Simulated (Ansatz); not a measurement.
## One run on MnIr (P4/mmm): parallel moments on spinors

Computed with DFT, PBEsol, all-electron LAPW, scalar-relativistic in Ansatz 0.2.0.

Command: `ansatz run input.yaml --threads 2 --pin off --max-ram 6144MiB --backend cpu --events-out ev --progress --plain --runs-dir out`

```yaml
crystal:
  lattice:
    - [2.7258966415, -2.7258966415, 0.0]
    - [2.7258966415, 2.7258966415, 0.0]
    - [2.7258966415, 0.0, 3.643]
  atoms:
    - { symbol: Mn, position: [0.75, 0.25, 0.5], spin: 1.6, spin_axis: [0.0, 0.0, 1.0] }
    - { symbol: Mn, position: [0.25, 0.75, 0.5], spin: 1.6, spin_axis: [0.0, 0.0, 1.0] }
    - { symbol: Ir, position: [0.0, 0.0, 0.0] }
    - { symbol: Ir, position: [0.5, 0.5, 0.0] }
magnetization:
  noncollinear: true
kpoints:
  mp_grid: { grid: [10, 10, 10] }
scf:
  occupations: { method: fermi_dirac, width: 0.03 }
  lower_state_search: "off"
hamiltonian:
  xc: pbesol
  pseudopotentials: { kind: all_electron, lapw: { basis_error: 0.001 } }
output:
  eigenvalues: false
```

The program prints:

```
settings of this run that can trade accuracy for cost: output.eigenvalues: false. Do not mix this run's numbers with those of runs without the same settings; the input reference describes each key
LAPW: plane waves up to 8.573 Å⁻¹, error target 1.0e-3 eV per atom; small_component_spin mean_spin; Mn in spheres of 1.289 Å, 15 of its electrons in bands, Dirac shells []; Ir in spheres of 1.363 Å, 41 of its electrons in bands, Dirac shells [] (how accurate: hamiltonian.pseudopotentials.lapw.basis_error, Limitations)
Engine: ansatz 0.2.0
Pseudopotentials: kind: all_electron
Pseudopotential: Mn, LAPW, valence charge 15, lapw/all_electron/scalar/gaussian/Mn, Koelling and Harmon's equation, gaussian nucleus
Pseudopotential: Ir, LAPW, valence charge 41, lapw/all_electron/scalar/gaussian/Ir, Koelling and Harmon's equation, gaussian nucleus
Functional definition: PBEsol
  exchange = pbesol_x
  correlation = pbesol_c
Crystal: 4 atoms, lattice volume = 54.139 Å³
Basis set: ecut = 280.01961304771106 eV, 581 PW (Γ), exchange–correlation at level 2
Bands: 136, of which v1, the nominal top of the filled ones, is band 112 counted from 1 (111 counted from 0)
Symmetry: 32 space group operations + 32 with time reversal
Moments: of one size on atoms that these operations exchange, one fixing the others by the rotation that the starting moments gave each, and all in one plane where the starting moments lie in one or along one axis (crystal.symmetry.detect: false holds none)
k-points: 102 of 1000
Non-local potential: Mn, projectors of the file, none
Non-local potential: Ir, projectors of the file, none
Initial density: superposition of atomic densities (chi_scale 0.1, normalization cell)
Starting moments: Σ|m| = 3.2 μB on 2 of 4 sites
Initial wavefunctions: plane waves of lowest kinetic energy (no species holds an atomic orbital)
Functional: x = pbesol(κ = 0.804, μ = 0.12345679012345678), c = pbesol(β = 0.046)
iter 1 solved again at ethr=1.10e-3 eV; its pass at ethr=1.00e-1 eV (dr2=1.23e0 eV) is discarded
SCF iter   1: F=—  HF=-1032776.507143 eV  |F-HF|=—  |Δ(HF+E_count)|=         —  Δρ=3.62e-2  dr2=1.23e0  dr2_m=2.39e-2  ethr=1.10e-3  |M|=2.50e0 ∫|m|=3.04e0 μB  β_m=0.30  ⟨swp⟩=2.0  Hψ=88944  notcnv=0
preconditioner: auto → Kerker (q_TF=auto, 3.080 Å⁻¹)  [metal: Δε(μ)=0.005 eV  Ē_g=7.842 eV  σ=0.030 eV  W_gap=0.04  n_scr=30 (ndim 8)  ℏωp=28.5 eV  f_vac=0.000  D(μ)=4.66/eV (n_scr^D=60)]
spin=Noncollinear: Kerker preconditioning applied to the charge; magnetization (m_x, m_y, m_z) channels mix plain (no charge-response kernel on spin).
SCF iter   2: F=—  HF=-1032775.984845 eV  |F-HF|=—  |Δ(HF+E_count)|=   5.22e-1  Δρ=2.02e-2  dr2=2.53e-1  dr2_m=6.31e-3  ethr=1.10e-3  |M|=2.68e0 ∫|m|=3.16e0 μB  β_m=0.30  ⟨swp⟩=2.1  Hψ=42819  notcnv=0  defer=1
SCF iter   3: F=—  HF=-1032776.029764 eV  |F-HF|=—  |Δ(HF+E_count)|=   4.49e-2  Δρ=3.37e-2  dr2=1.32e0  dr2_m=4.90e-3  ethr=2.26e-4  |M|=2.63e0 ∫|m|=3.22e0 μB  β_m=0.30  ⟨swp⟩=2.1  Hψ=42775  notcnv=0
[...]
the basis was enlarged: its passes take 7.3 MiB over the memory plan, 2 of 2 planned eigensolver slots
[...]
SCF iter  13: F=—  HF=-1032775.872133 eV  |F-HF|=—  |Δ(HF+E_count)|=   7.68e-5  Δρ=2.53e-4  dr2=1.23e-6  dr2_m=7.91e-6  ethr=8.89e-9  |M|=2.85e0 ∫|m|=3.60e0 μB  β_m=0.30  ⟨swp⟩=3.0  Hψ=40786  notcnv=0
SCF iter  14: F=—  HF=-1032775.872159 eV  |F-HF|=—  |Δ(HF+E_count)|=   2.60e-5  Δρ=1.42e-4  dr2=6.10e-6  dr2_m=1.46e-7  ethr=1.10e-9  |M|=2.87e0 ∫|m|=3.62e0 μB  β_m=0.59  ⟨swp⟩=3.0  Hψ=43753  notcnv=0
SCF iter  15: F=—  HF=-1032775.872161 eV  |F-HF|=—  |Δ(HF+E_count)|=   2.11e-6  Δρ=1.03e-4  dr2=7.36e-6  dr2_m=3.10e-8  ethr=1.10e-9  |M|=2.87e0 ∫|m|=3.63e0 μB  β_m=0.78  ⟨swp⟩=2.0  Hψ=40493  notcnv=0
SCF iter  16: F=—  HF=-1032775.872162 eV  |F-HF|=—  |Δ(HF+E_count)|=   1.08e-6  Δρ=5.58e-5  dr2=4.00e-6  dr2_m=4.98e-9  ethr=1.10e-9  |M|=2.87e0 ∫|m|=3.63e0 μB  β_m=0.69  ⟨swp⟩=2.0  Hψ=40490  notcnv=0
SCF iter  17: F=—  HF=-1032775.872161 eV  |F-HF|=—  |Δ(HF+E_count)|=   7.13e-7  Δρ=1.24e-5  dr2=1.82e-7  dr2_m=2.79e-10  ethr=1.10e-9  |M|=2.87e0 ∫|m|=3.63e0 μB  β_m=0.76  ⟨swp⟩=2.0  Hψ=40488  notcnv=0
SCF iter  18: F=-1032775.872161 eV  HF=-1032775.872161 eV  |F-HF|=2.79e-8  |Δ(HF+E_count)|=   6.32e-8  Δρ=5.61e-6  dr2=3.37e-8  dr2_m=6.21e-11  ethr=1.62e-10  |M|=2.87e0 ∫|m|=3.63e0 μB  ⟨swp⟩=2.0  Hψ=40488  notcnv=0
SCF 1 converged in 18 iterations: F = -1032775.872161 eV  dr2 = 3.37e-8
SCF converged after 18 iterations
Stability not checked: this state was not tested for a lower state beside it, because this non-collinear magnet's GGA is evaluated by the locally collinear projection, under which the energy is not smooth in the magnetisation (locally_collinear_gga; see scf.lower_state_search)
Magnetization: |M| = 2.8710 μB,  M = (+0.0000, -0.0000, +2.8710) μB
Absolute magnetization: 3.6272 μB (∫|m|)
Moment direction: held on its axis by an average over the rotations of spin about it
  site 0: m = (+0.0000, +0.0000, +1.5996) μB, |m| = 1.5996 μB  (R = 1.29 Å)
  site 1: m = (+0.0000, +0.0000, +1.5996) μB, |m| = 1.5996 μB  (R = 1.29 Å)
  site 2: m = (-0.0000, +0.0000, -0.1609) μB, |m| = 0.1609 μB  (R = 1.36 Å)
  site 3: m = (-0.0000, +0.0000, -0.1609) μB, |m| = 0.1609 μB  (R = 1.36 Å)
Free energy (F): -1032775.872161 eV
Harris-Foulkes:  -1032775.872161 eV  (|F-HF|=2.79e-8)
Internal energy: -1032775.858345 eV  (E = F + TS)
E sigma→0 (E₀):  -1032775.865253 eV
Entropy (-TS):   -0.013816 eV (-3.454 meV/atom)
Fermi energy:    24.349134 eV
--- Per-component energies (eV) ---
  E_band       = -6510.135614
  E_kinetic    = 1161011.473911
  E_xc         = -21456.817477
  E_electrostatic = -2172330.514779  (all electrons and nuclei)
  E_smearing   = -0.013816  (= −TS)
  E_closure    = 0.000000  (closes the sum)
  E_atoms      = -1032734.996540  (free atoms, spherical and without spin; not in F)
  Σ components = -1032775.872161   (vs F -1032775.872161, Δ=0.00e0)
  Basis errors (estimates in eV, not in F): energy 2.4e-4 per atom: plane waves 1.9e-4 (9.8e-5 summed), levels above the bands 3.7e-148, relativity 3.2e-8, radial functions 4.3e-5, core shells 3.5e-7; eigenvalues (radial functions only) 1.4e-6; not estimated: angular momenta, meshes, grids; target (lapw.basis_error) 1.0e-3; muffin-tin radii Mn 1.289 Å, Ir 1.363 Å
settings of this run that can trade accuracy for cost: output.eigenvalues: false. Do not mix this run's numbers with those of runs without the same settings; the input reference describes each key
```

Site moments (μB): Mn1 (0.00, 0.00, 1.60); Mn2 (0.00, 0.00, 1.60); Ir3 (0.00, 0.00, -0.16); Ir4 (0.00, 0.00, -0.16). Cell moment 2.87 μB.

The Ansatz runs typed with the search for lower states off end where their start leads. Spin–orbit coupling is left out although heavy atoms are present. None of this fixes the real material's magnetic order: only patterns that fit the cell were computed, without spin fluctuations and on one mesh and smearing, with a functional that can overstate moments.

It took 39 min on 2 threads of Arm Neoverse N1 (shared host), peak memory 3.3 GiB.
